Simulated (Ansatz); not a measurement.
BaTiO$_{3}$:
```
BaTiO3
1.0
    3.98518     0.00000     0.00000
    0.00000     3.98518     0.00000
    0.00000     0.00000     4.20253
Ba Ti O
1 1 3
Cartesian
  0.00000   0.00000   4.19288
  1.99259   1.99259   2.01905
  1.99259   1.99259   0.20718
  0.00000   1.99259   2.22222
  1.99259   0.00000   2.22222
```

Relaxed with PBE.

### Question
Map the electron localisation function on the plane through (0.000, 0.000, 0.998) spanned by u = [0, 0, 1] and v = [1, 1, 0] in lattice vectors, from PBE in the plane-wave PAW code Ansatz.

### Answer
x is the fraction of u, y of v (the angle between them is 90°; rows are the nearest grid lines); atoms in the plane: Ba at (0.00, 0.00), Ti at (0.48, 0.50), O at (0.05, 0.50).
```
|0028998300000037998200|
|0038997300000027998300|
|2379996100000015999732|
|9999851000000001489999|
|9987520000000000147899|
|6543100000000000013456|
|1110000000000000000111|
|4554310000000000001234|
|8888631013332100013678|
|9999841257765310026899|
|8889852477667630037998|
|7568952563126861048997|
|7568952563126861048997|
|8889852477667630037998|
|9999841257765310026899|
|8888631013332100013678|
|4554310000000000001234|
|1110000000000000000111|
|6543100000000000013456|
|9987520000000000147899|
|9999851000000001489999|
|2379996100000015999732|
|0038997300000027998300|
|0028998300000037998200|
```
Scale: ten equal steps from -0.003 (start of '0') to 0.879 (end of '9'), in the order '0123456789'; x runs from 0.000 to 1.00, y from 0.000 (bottom) to 1.00 (top).

The density is the valence pseudo-density with augmentation charge, so density and ELF within about 1 Å of a nucleus are not all-electron values.

Space group P4mm. Symmetry was held in the PBE relaxation. At this level the phase is dynamically unstable (imaginary phonons). The run is not spin-polarised. Scalar-relativistic: spin–orbit coupling is off unless named, which matters more the heavier the elements.

Potentials: the later of the program's two PAW sets.
